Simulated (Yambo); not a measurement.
Yambo input for a free-standing Cu$_{2}$SO$_{4}$ monolayer (symmetry C222, slab cell 14.8 Å high) (a = 4.485 Å, b = 5.745 Å, c = 14.800 Å, α = β = 90.00°, γ = 112.97°), on PBEsol (pw.x of Quantum ESPRESSO, ONCV potentials, scalar-relativistic) wavefunctions on a 6×6×1 mesh:

```
rim_cut
optics
chi
dipoles
kernel
RandQpts= 1000000
RandGvec= 2 Ry
CUTGeo= "slab z"
FFTGvecs= 30 Ry
Chimod= "HARTREE"
NGsBlkXd= 2 Ry
% QpntsRXd
 1 | 1 |
%
% BndsRnXd
 9 | 102 |
%
GrFnTpXd= "R"
% EnRngeXd
 0.0 | 20.0 | eV
%
% DmRngeXd
 0.2 | 0.2 | eV
%
CGrdSpXd= 50
ETStpsXd= 161
% LongDrXd
 0.0 | 1.0 | 0.0 |
%
```

First lines of the file o-*.alpha_q1_inv_rpa_dyson:

```
Polarizability  ( -<<X>> ) @ Q(1):   0.00000000     1.00000000     0.00000000    [q->0 direction]
#
# Polarizability units: length
#
# [ X ] Hartree size     :  121
# [GEN] GF Energies     : Perdew, Burke & Ernzerhof SOL(X)+Perdew, Burke & Ernzerhof SOL(C)
# [GEN] Green`s Function     : Retarded
#
# [GEN] Gauge     : Length
# [GEN] [r,Vnl] included     : yes
#
#    E[1] [eV]     Im(alpha)     Re(alpha)     Im(alpha_o)     Re(alpha_o)
#
     0.000000     0.13952E-17     1.581900     0.10152E-17     1.613165
     0.125000     0.001682     1.582422     0.001676     1.613685
     0.250000     0.003377     1.583992     0.003365     1.615249
     0.375000     0.005098     1.586621     0.005080     1.617869
     0.500000     0.006859     1.590329     0.006836     1.621565
     0.625000     0.008676     1.595147     0.008646     1.626365
     0.750000     0.010565     1.601111     0.010528     1.632309
     0.875000     0.012547     1.608273     0.012503     1.639446
     1.000000     0.014644     1.616695     0.014592     1.647838
     1.125000     0.016883     1.626454     0.016823     1.657562
     1.250000     0.019299     1.637645     0.019230     1.668712
     1.375000     0.021935     1.650385     0.021858     1.681407
     1.500000     0.024847     1.664821     0.024761     1.695792
     1.625000     0.028111     1.681134     0.028016     1.712047
     1.750000     0.031832     1.699553     0.031730     1.730403
     1.875000     0.036165     1.720372     0.036060     1.751154
     2.000000     0.041352     1.743974     0.041251     1.774685
     2.125000     0.047800     1.770861     0.047720     1.801499
     2.250000     0.056260     1.801665     0.056238     1.832231
     2.375000     0.068266     1.836971     0.068387     1.867454
     2.500000     0.086762     1.875948     0.087208     1.906240
     2.625000     0.112079     1.912295     0.112937     1.941922
     2.750000     0.131343     1.949639     0.132004     1.978306
     2.875000     0.158271     2.007104     0.158582     2.035137
     3.000000     0.217579     2.069877     0.217712     2.096875
     3.125000     0.306693     2.100748     0.305469     2.125312
     3.250000     0.373043     2.084733     0.365155     2.108813
     3.375000     0.386890     2.089624     0.375346     2.122789
     3.500000     0.417025     2.148496     0.411123     2.189860
     3.625000     0.507581     2.225318     0.511994     2.269514
     3.750000     0.675310     2.236612     0.689850     2.276226
```
(The file goes on to the top of the energy range; α is in bohr.) Convergence of the RPA response with its 6×6×1 mesh was not tested.

Geometry relaxed with PBEsol.

This is a model layer cut from the bulk structure; whether it is stable on its own was not checked.
